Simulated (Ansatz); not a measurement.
CdO:
```
CELL_PARAMETERS angstrom
      2.88120     0.00000     0.00000
      0.00000     2.88120     0.00000
      0.00000     0.00000     2.88120
ATOMIC_POSITIONS crystal
  Cd 0.00000 0.00000 0.00000
  O  0.50000 0.50000 0.50000
```

Relaxed with PBEsol. Special points in fractions of this cell's reciprocal vectors: Γ (0.000, 0.000, 0.000); X (0.000, 0.500, 0.000); M (0.500, 0.500, 0.000); R (0.500, 0.500, 0.500).

### Question
List the band energies nearest the Fermi level at these points for plane-wave PAW PBEsol with spin–orbit coupling (Ansatz code).

### Answer
In eV from the Fermi level; about four levels below and three above (degenerate sets whole), none deeper than 8.9 eV; … stands for higher levels left out; points with the same levels are listed once.

```csv
k,below,above
Γ,-1.15 -1.15 -1.15 -1.15,…
X,-4.38 -4.38 -0.01 -0.01,0.04 0.04 4.33 4.33
M,-4.02 -4.02 -0.41 -0.41,3.37 3.37 8.81 8.81
R,-0.88 -0.88 -0.88 -0.88 -0.79 -0.79,5.13 5.13 …
```

Space group Pm-3m (CsCl type). The start of the workflow was typed in or built on a structure type; neither database checked (COD, Materials Project) lists it. It is not the phase usual at ambient conditions (space group No. 225). The PBEsol relaxation kept the symmetry of its start. At this level the phase is mechanically unstable.

Potentials: the later of the program's two PAW sets.
